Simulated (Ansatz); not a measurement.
AlCuP$_{2}$Se$_{6}$ in space group R3 (No. 146; Pearson symbol hR10), DFT-r²SCAN+D4 in the program Ansatz with PAW potentials. The conduction-band minimum lies at Γ, with 1 equivalent valley. Second derivatives d²E/dk² of the lowest band at one valley (eV·Å²), along Cartesian directions:

```json
[
 {"direction": "[100]", "d²E/dk²": "44.80"},
 {"direction": "[010]", "d²E/dk²": "44.80"},
 {"direction": "[001]", "d²E/dk²": "9.165"},
 {"direction": "[110]", "d²E/dk²": "44.80"},
 {"direction": "[101]", "d²E/dk²": "27.01"},
 {"direction": "[011]", "d²E/dk²": "27.01"}
]
```

Q: Find the principal effective masses, the density-of-states mass and the conductivity mass.

A: Off-diagonal terms follow from H_xy = H[110] − (H_xx + H_yy)/2, and m*/mₑ = 7.620 eV·Å² over each eigenvalue: 0.17, 0.17, 0.83. One valley's DOS mass (m₁m₂m₃)^(1/3) = 0.29, conductivity mass 3/(Σ 1/mᵢ) = 0.23 mₑ.

Q: What effective density of states Nc follows at 300 K for parabolic valleys?

A: Nc = 2.509e19 × 1 × (0.29)^(3/2) ≈ 3.9e18 cm⁻³.

The first step of the workflow began from a Materials Project structure, measured or hypothetical; the Crystallography Open Database copy checked does not list it. With Al and Cu taken as one species the cell has the higher symmetry R-3, so it may be an ordered model of a mixed-site phase. Its standing as an ambient phase is unchecked. Symmetry was held in the r²SCAN+D4 relaxation; whether a distortion lowers the energy is not shown. The run is not spin-polarised. Spin–orbit coupling is left out wherever it is not named.

Potentials: the later of the program's two PAW sets.

Edges and masses are those of Kohn–Sham bands, whose gap is no quasiparticle gap.
